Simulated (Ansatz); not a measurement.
Input and command of a plane-wave DFT calculation in Ansatz:

```yaml
crystal:
  lattice:
    - [3.263, 0.0916903, 0.0]
    - [0.0916903, 3.263, 0.0]
    - [0.0, 0.0, 3.263]
  atoms:
    - { symbol: Zr, position: [0.5, 0.5, 0.5] }
    - { symbol: Os, position: [0.0, 0.0, 0.0] }
basis:
  ecutwfc: 500
kpoints:
  mp_grid: { grid: [14, 14, 14] }
hamiltonian:
  xc: r2scan
scf:
  occupations: { method: gaussian, width: 0.15 }
output:
  forces: true
  stress: true
  eigenvalues: true
```

```bash
ansatz run input.yaml --threads 1 --pin off --max-ram 2560MiB --backend cpu --events-out ev --progress --plain --runs-dir out
```

Processor: Arm Neoverse V2, 1 thread, on a host shared with other jobs.

Q: Estimate time, memory and problem size.

A: About 28 s on 1 thread of Arm Neoverse V2 (shared host), peak memory 0.61 GiB. It solves 18 bands at 456 k points (the mesh reduced by symmetry) with about 879 plane waves, in 7 SCF iterations.
